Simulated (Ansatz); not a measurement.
LaB6 in space group Pm-3m (No. 221; La on 1a, B on 6f) under volume change, DFT-PBE in the program Ansatz with PAW potentials, shape and atoms relaxed at each volume.

```tsv
V (Å³/atom)	E − E(relaxed) (meV/atom)	P (GPa)
9.325	[?]	[?]
9.633	22.0	12.05
9.940	5.2	5.59
10.247	0.0	0.00
10.555	[?]	[?]
10.862	18.2	-9.08
11.170	39.3	-12.74
```

Some entries are withheld; supply them.


- 10.555, E − E(relaxed) (meV/atom): 4.8
- 10.555, P (GPa): -4.86
- 9.325, E − E(relaxed) (meV/atom): 52.1
- 9.325, P (GPa): 19.49

What does a third-order Birch–Murnaghan fit give for V₀, B₀ and B′?

V₀ = 10.25 Å³/atom, B₀ = 174 GPa, B′ = 3.7.

The cell was relaxed with PBE under the symmetry of its start. Scalar-relativistic: spin–orbit coupling is off unless named, which matters more the heavier the elements.

Potentials: the later of the program's two PAW sets.
